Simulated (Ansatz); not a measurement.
Relaxed-ion elastic tensor of Na (bcc (W type), Im-3m) in GPa (Voigt order), PBEsol (plane waves, PAW; program Ansatz); density 1.05 g/cm³, 36.28 Å³ per atom.

```csv
,1,2,3,4,5,6
1,8.8,7.4,7.4,0.0,0.0,0.0
2,7.4,8.8,7.4,0.0,0.0,0.0
3,7.4,7.4,8.8,0.0,0.0,0.0
4,0.0,0.0,0.0,6.4,0.0,0.0
5,0.0,0.0,0.0,0.0,6.4,0.0
6,0.0,0.0,0.0,0.0,0.0,6.4
```

Task: Is the crystal mechanically stable?

Result: Yes: the smallest eigenvalue of C is 1.4 GPa.

Task: Work out the Voigt, Reuss and Hill averages.

Result: K_V = 7.9, K_R = 7.9, K_H = 7.9; G_V = 4.1, G_R = 1.5, G_H = 2.8 GPa.

Task: Give Young's modulus, Poisson's ratio, Pugh's ratio and the universal anisotropy index.

Result: E = 9KG/(3K + G) = 7.6 GPa; ν = 0.34; K/G = 2.79 (ductile by the Pugh limit of 1.75); A_U = 5G_V/G_R + K_V/K_R − 6 = 8.63.

Task: Estimate the sound speeds and the Debye temperature.

Result: v_l = √((K + 4G/3)/ρ) = 3330 m/s, v_t = √(G/ρ) = 1640 m/s, mean 1840 m/s; Θ = (h/k)(3n/4πV)^(1/3) v_m = 165 K.

Task: Give the Zener ratio and Young's modulus along [100], [110] and [111].

Result: A = 2C44/(C11 − C12) = 9.08; 1/E = S11 − 2(S11 − S12 − S44/2)Γ with Γ = 0, 1/4, 1/3 gives 2.1, 5.8, 15.1 GPa.

Task: Solve the Christoffel equation for the three sound speeds along [100], [110], [111].

Result: Eigenvalues of C_ijkl n_j n_l equal ρv². In km/s, slowest first: [100] 2.47, 2.47, 2.90; [110] 0.82, 2.47, 3.72; [111] 1.57, 1.57, 3.95.

The cell was relaxed with PBEsol under the symmetry of its start. As this level gives no gap, shear constants depend on the k-mesh and smearing (Fermi–Dirac, 0.1 eV here).

Potentials: the later of the program's two PAW sets.
